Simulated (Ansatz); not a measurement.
**Profile along the Pt–Pt line in FePt (CuAu type, space group P4/mmm)**

FePt (CuAu type, space group P4/mmm)

```xyz
2
Lattice="2.7339 0.0000 0.0000 0.0000 2.7339 0.0000 0.0000 0.0000 3.7210" Properties=species:S:1:pos:R:3 pbc="T T T"
Fe     1.3669     1.3669     1.8605
Pt     0.0000     0.0000     0.0000
```

Fields along a shortest Pt–Pt line of a (010) plane (2.73 Å), from Pt to Pt, interpolated on the slice's grid (step about 0.2 Å). The numbers are results of r2SCAN (plane waves to 500 eV, PAW, scalar-relativistic; Ansatz, a first-principles code), not measurements. k mesh 17×17×13. These are valence fields of a PAW run, semicore shells included where kept as valence: close to a nucleus they are smooth pseudo fields. FePt was relaxed with its symmetry unable to fall. Relaxed FePt ends ferromagnetic. Spin-orbit coupling is left out, though Pt is heavy. The magnetic order is the one the run started from; other orders were not tried.

| distance from Pt (Å) | valence electron density (e/Å³) | spin density, up minus down (e/Å³) | electron localisation function | ELF of the up spins | ELF of the down spins |
|---|---|---|---|---|---|
| 0.00 | 11.93 | 0.18 | x | x | x |
| 0.14 | 11.58 | 0.17 | x | x | x |
| 0.27 | 10.42 | 0.18 | x | x | x |
| 0.41 | 8.42 | 0.23 | x | x | x |
| 0.55 | 5.96 | 0.25 | 0.62 | 0.63 | 0.61 |
| 0.68 | 3.63 | 0.21 | 0.53 | 0.55 | 0.50 |
| 0.82 | 1.88 | 0.12 | 0.40 | 0.44 | 0.36 |
| 0.96 | 0.98 | 0.05 | 0.30 | 0.34 | 0.27 |
| 1.09 | 0.60 | 0.02 | 0.27 | 0.28 | 0.26 |
| 1.23 | 0.46 | 0.00 | 0.30 | 0.27 | 0.33 |
| 1.36 | 0.42 | -0.01 | 0.31 | 0.28 | 0.36 |
| 1.50 | 0.46 | 0.00 | 0.30 | 0.27 | 0.33 |
| 1.64 | 0.60 | 0.02 | 0.27 | 0.28 | 0.26 |
| 1.77 | 0.98 | 0.05 | 0.30 | 0.34 | 0.27 |
| 1.91 | 1.88 | 0.12 | 0.40 | 0.44 | 0.36 |
| 2.05 | 3.63 | 0.21 | 0.53 | 0.55 | 0.50 |
| 2.18 | 5.96 | 0.25 | 0.62 | 0.63 | 0.61 |
| 2.32 | 8.42 | 0.23 | x | x | x |
| 2.46 | 10.42 | 0.18 | x | x | x |
| 2.59 | 11.58 | 0.17 | x | x | x |
| 2.73 | 11.93 | 0.18 | x | x | x |

x: too close to a nucleus for the ELF to mean much.

Density on the Pt–Pt line (2.73 Å) at its midpoint: 0.42 e/Å³. ELF at that point: 0.3.
